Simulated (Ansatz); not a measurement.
# Ag2P: relaxation (Ansatz)

The input file (Ansatz 0.2.0, plane waves):

```yaml
crystal:
  lattice:
    - [1.693306, 2.932886, 0.0]
    - [-1.693306, 2.932886, 0.0]
    - [0.0, -1.955257, 12.14916]
  atoms:
    - { symbol: Ag, position: [0.29, 0.29, 0.87] }
    - { symbol: Ag, position: [0.71, 0.71, 0.13] }
    - { symbol: Ag, position: [0.123, 0.123, 0.369] }
    - { symbol: Ag, position: [0.877, 0.877, 0.631] }
    - { symbol: P, position: [0.417, 0.417, 0.251] }
    - { symbol: P, position: [0.583, 0.583, 0.749] }
  symmetry: { tolerance: 0.0003 }
kpoints:
  mp_grid: { grid: [6, 6, 6], shift: [0, 0, 0] }
magnetization:
  spin_polarized: false
scf:
  occupations: { method: cold, width: 0.2478 }
  lower_state_search: "off"
hamiltonian:
  pseudopotentials: { kind: paw }
  xc: pbe
basis:
  ecutwfc: 420
  fft_grid_basis: typed
relax:
  max_steps: 60
  cell: { p_target: 0.0 }
  f_tol: 0.03
output:
  forces: true
  stress: true
  eigenvalues: true
  bader: true
  populations: true
  elf: true
  write_potential: true
  volumetric_format: npy
  dos:
    e_range: [-12, 8]
    de: 0.05
    projected: { site_lists: { Ag: [Ag], P: [P] } }
  write_density: true
checkpoint:
  read: saved_state
```

The command:

```bash
ansatz run input.yaml --threads 2 --pin off --max-ram 3584MiB --backend cpu --events-out ev --progress --plain --runs-dir out
```

Origin of the cell: a known structure type with other elements, at an estimated volume, so it need not be a known compound.

The saved state is a converged single point of the same cell.

Steps («new basis» is an SCF on plane waves selected anew at the same cell):

| step | ΔF (meV/atom) | max force component (eV/Å) | P (GPa) | volume (Å³) | SCF iterations | step was |
| --- | --- | --- | --- | --- | --- | --- |
| 1 | 0.0 | 1.846 | 7.91 | 120.67 | 7 | accepted |
| 2 | -162.7 | 1.096 | 1.17 | 116.85 | 8 | accepted |
| 3 | -257.3 | 0.483 | 0.62 | 108.90 | 7 | accepted |
| 4 | -258.4 | 1.228 | 4.18 | 102.24 | 7 | accepted |
| 5 | -301.0 | 0.043 | -0.71 | 106.28 | 7 | accepted |
| 6 | -320.8 | 0.064 | -1.17 | 104.94 | 7 | accepted |
| 7 | -322.6 | 0.086 | 1.56 | 101.63 | 6 | accepted |
| 8 | -323.9 | 0.005 | 0.03 | 103.12 | 6 | accepted |
| 9 | -323.9 | 0.001 | 0.00 | 103.14 | 6 | accepted |
| 10 | -323.2 | 0.001 | -0.03 | 103.14 | 7 | new basis |

Step 1, with forces in eV/Å:

```xyz
6
Lattice="1.693 2.933 0.000 -1.693 2.933 0.000 0.000 -1.955 12.149" Properties=species:S:1:pos:R:3:forces:R:3 pbc="T T T" step=1
Ag    0.000    0.000   10.570    0.000    0.000    1.717
Ag    0.000    3.911    1.579    0.000    0.000   -1.717
Ag    0.000    0.000    4.483    0.000    0.000    1.846
Ag    0.000    3.911    7.666    0.000    0.000   -1.846
P     0.000    1.955    3.049    0.000    0.000   -0.163
P     0.000    1.955    9.100    0.000    0.000    0.163
```

Step 2, with forces in eV/Å:

```xyz
6
Lattice="1.702 2.948 0.000 -1.702 2.948 0.000 0.000 -1.965 11.643" Properties=species:S:1:pos:R:3:forces:R:3 pbc="T T T" step=2
Ag    0.000    0.000   10.320    0.000    0.000    1.038
Ag    0.000    3.931    1.323    0.000    0.000   -1.038
Ag    0.000    0.000    4.476    0.000    0.000    1.096
Ag    0.000    3.931    7.167    0.000    0.000   -1.096
P     0.000    1.965    2.915    0.000    0.000   -0.092
P     0.000    1.965    8.728    0.000    0.000    0.092
```

Step 3, with forces in eV/Å:

```xyz
6
Lattice="1.662 2.879 0.000 -1.662 2.879 0.000 0.000 -1.919 11.376" Properties=species:S:1:pos:R:3:forces:R:3 pbc="T T T" step=3
Ag    0.000    0.000   10.265    0.000    0.000    0.357
Ag    0.000    3.839    1.111    0.000    0.000   -0.357
Ag    0.000    0.000    4.552    0.000    0.000    0.483
Ag    0.000    3.839    6.825    0.000    0.000   -0.483
P     0.000    1.919    2.843    0.000    0.000   -0.023
P     0.000    1.919    8.533    0.000    0.000    0.023
```

Step 4, with forces in eV/Å:

```xyz
6
Lattice="1.591 2.756 0.000 -1.591 2.756 0.000 0.000 -1.837 11.659" Properties=species:S:1:pos:R:3:forces:R:3 pbc="T T T" step=4
Ag    0.000    0.000   10.630    0.000    0.000   -0.667
Ag    0.000    3.674    1.029    0.000    0.000    0.667
Ag    0.000    0.000    4.852    0.000    0.000   -1.228
Ag    0.000    3.674    6.807    0.000    0.000    1.228
P     0.000    1.837    2.949    0.000    0.000   -0.030
P     0.000    1.837    8.710    0.000    0.000    0.030
```

Step 5, with forces in eV/Å:

```xyz
6
Lattice="1.596 2.764 0.000 -1.596 2.764 0.000 0.000 -1.842 12.051" Properties=species:S:1:pos:R:3:forces:R:3 pbc="T T T" step=5
Ag    0.000    0.000   10.939    0.000    0.000   -0.027
Ag    0.000    3.685    1.113    0.000    0.000    0.027
Ag    0.000    0.000    4.918    0.000    0.000   -0.043
Ag    0.000    3.685    7.133    0.000    0.000    0.043
P     0.000    1.842    3.022    0.000    0.000   -0.015
P     0.000    1.842    9.029    0.000    0.000    0.015
```

Step 6, with forces in eV/Å:

```xyz
6
Lattice="1.548 2.681 0.000 -1.548 2.681 0.000 0.000 -1.787 12.644" Properties=species:S:1:pos:R:3:forces:R:3 pbc="T T T" step=6
Ag    0.000    0.000   11.491    0.000    0.000   -0.015
Ag    0.000    3.575    1.153    0.000    0.000    0.015
Ag    0.000    0.000    5.175    0.000    0.000   -0.064
Ag    0.000    3.575    7.469    0.000    0.000    0.064
P     0.000    1.787    3.165    0.000    0.000   -0.005
P     0.000    1.787    9.479    0.000    0.000    0.005
```

Step 7, with forces in eV/Å:

```xyz
6
Lattice="1.517 2.627 0.000 -1.517 2.627 0.000 0.000 -1.751 12.756" Properties=species:S:1:pos:R:3:forces:R:3 pbc="T T T" step=7
Ag    0.000    0.000   11.591    0.000    0.000    0.086
Ag    0.000    3.502    1.165    0.000    0.000   -0.086
Ag    0.000    0.000    5.211    0.000    0.000    0.074
Ag    0.000    3.502    7.545    0.000    0.000   -0.074
P     0.000    1.751    3.187    0.000    0.000    0.004
P     0.000    1.751    9.569    0.000    0.000   -0.004
```

Step 10, with forces in eV/Å:

```xyz
6
Lattice="1.523 2.638 0.000 -1.523 2.638 0.000 0.000 -1.758 12.838" Properties=species:S:1:pos:R:3:forces:R:3 pbc="T T T" step=10
Ag    0.000    0.000   11.674    0.000    0.000    0.001
Ag    0.000    3.517    1.164    0.000    0.000   -0.001
Ag    0.000    0.000    5.251    0.000    0.000   -0.001
Ag    0.000    3.517    7.586    0.000    0.000    0.001
P     0.000    1.758    3.208    0.000    0.000    0.001
P     0.000    1.758    9.630    0.000    0.000   -0.001
```

- Free energy lowered by: 323.2 meV/atom
- Volume change: -14.53 %
- Final pressure: -0.03 GPa
- Relaxation steps listed: 10

Caveats: the k mesh is coarse if the cell is a metal; the relaxation held the start's symmetry, so the end may be a saddle point; wide smearing.

It ran for 65 s on 2 threads of Arm Neoverse V2, on a shared host, peak memory 0.48 GiB, from a saved density.
